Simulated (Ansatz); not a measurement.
V3Ga (A15 (Cr3Si type), Pm-3n) under volume change, DFT-PBEsol in the program Ansatz with PAW potentials, scaled uniformly.

```tsv
V (Å³/atom)	E − E(relaxed) (meV/atom)	P (GPa)
11.980	72.3	21.17
12.375	30.4	13.00
12.770	7.2	6.00
13.165	0.0	0.00
13.560	6.5	-5.15
13.955	24.8	-9.57
14.349	53.2	-13.36
```

Question: What does a third-order Birch–Murnaghan fit give for V₀, B₀ and B′?

Answer: V₀ = 13.16 Å³/atom, B₀ = 185 GPa, B′ = 4.1.

The first step of the workflow began from a Materials Project structure, measured or hypothetical; the Crystallography Open Database copy checked does not list it. Its standing as an ambient phase is unchecked. The cell was relaxed with PBEsol under the symmetry of its start; its stability against distortions is not shown here. The workflow began spin-polarised and lost its moments.

Potentials: the later of the program's two PAW sets.
